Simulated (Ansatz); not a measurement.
Data:

AlAs:
```cif
data_Al4As4
_chemical_formula_sum 'As4 Al4'
_space_group_name_H-M_alt 'F-43m'
_space_group_IT_number 216
_space_group_name_Hall 'F -4 2 3'
_cell_length_a 5.72835
_cell_length_b 5.72835
_cell_length_c 5.72835
_cell_angle_alpha 90.000
_cell_angle_beta 90.000
_cell_angle_gamma 90.000
loop_
_atom_site_label
_atom_site_type_symbol
_atom_site_symmetry_multiplicity
_atom_site_Wyckoff_symbol
_atom_site_fract_x
_atom_site_fract_y
_atom_site_fract_z
_atom_site_occupancy
As1 As 4 c 0.25000 0.25000 0.25000 1
Al1 Al 4 a 0.00000 0.00000 0.00000 1
```
(The calculation used a cell of 2 atoms; values per cell refer to that cell.)

This is the PBE-relaxed structure.

Task: All from DFT-PBE in the program Ansatz with PAW potentials, unless another level is named. Give the HSE06 gap on the PBE cell.

Result: 2.13 eV.

Task: Next, the hole effective mass, band 1 of 3 at the edge?

Result: 0.49 along [100], 5.0 along [110], 1.2 along [111] (mₑ).

Task: Give the weight of the conduction-edge state by species (Voronoi cells).

Result: Al 66 %, As 34 %.

Task: Next, the conduction-band minimum?

Result: at X (3 equivalent valleys).

The cell was relaxed with PBE under the symmetry of its start; phonons on a q-mesh show no instability. Scalar-relativistic: spin–orbit coupling is off unless named, which matters more the heavier the elements.

Potentials: the later of the program's two PAW sets.
